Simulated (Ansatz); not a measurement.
Ta2O5 in space group Pmmm (No. 47; Pearson symbol oP7) at seven volumes, LDA in the plane-wave PAW code Ansatz, shape and atoms relaxed at each. One row is withheld.

| V (Å³/atom) | P (GPa) |
|---|---|
| 11.586 | 25.80 |
| 11.968 | 15.73 |
| 12.350 | ? |
| 12.732 | 0.00 |
| 13.114 | -6.08 |
| 13.496 | -11.19 |
| 13.878 | -15.47 |

### Question
Fit the shown pressures and predict the withheld one.

### Answer
P = (3/2)B₀(x^(7/2) − x^(5/2))[1 + (3/4)(B′ − 4)(x − 1)] with x = (V₀/V)^(2/3). Least squares on the six rows gives V₀ = 12.732 Å³/atom, B₀ = 220 GPa, B′ = 4.66. At V = 12.350, x = 1.0205 and P = 7.20 GPa. The run itself gave 7.21 GPa.

The workflow started from an entry of the Crystallography Open Database (COD); the relaxed space group is not among those it files for this formula. COD files the formula under space group No. 49, so this cell is another polymorph or a model. Whether it is the stable phase at ambient conditions was not checked. Symmetry was held in the LDA relaxation. At this level the phase is dynamically unstable (imaginary phonons). No spin polarisation was allowed. Scalar-relativistic: spin–orbit coupling is off unless named, which matters more the heavier the elements.

Potentials: the later of the program's two PAW sets.
